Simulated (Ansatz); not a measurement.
**MgO2: the gap against volume**

MgO2, Pa-3, a = 4.834 Å. The structure is a Materials Project entry; whether it is the stable form wasn't checked. Ansatz: r2SCAN, PAW, 500 eV, Γ-centred 6×6×6 mesh on 12 atoms, Gaussian smearing 0.02 eV; no spin polarisation. Shape and atoms are relaxed at each volume; x = ln(V/V0) with V0 = 9.414 Å³/atom. The gap is read at the mesh points alone.

```tsv
x	gap y (eV)
-0.0619	4.944
-0.0305	4.824
0.0000	4.712
0.0296	4.606
0.0583	?
```

Fit a straight line to the other rows, give the volume deformation potential of the gap and its pressure coefficient, and predict the missing gap. B0 = 142.5 GPa.

Means x = -0.01570, y = 4.7715; Σ(Δx)² = 0.004652, ΣΔxΔy = -0.01718; the slope is their ratio. y = 4.7135 − 3.6925 x. The slope is the deformation potential a = dE_g/d ln V = -3.69 eV, and dE_g/dP = −a/B0 = 25.9 meV/GPa. At x = 0.0583 the fit asked for gives 4.498 eV. The run gave 4.505 eV, so the fit is 0.007 eV too low, 1.6 % of the span of the series, against an rms of 0.002 eV on the fitted rows. The row lies outside the fitted range. With a term in x² added, a fit to the same known rows predicts 4.507 eV, so most of the miss is curvature that the known rows already hold.

Semilocal functionals give gaps under the measured ones; changes of the gap mostly carry over better.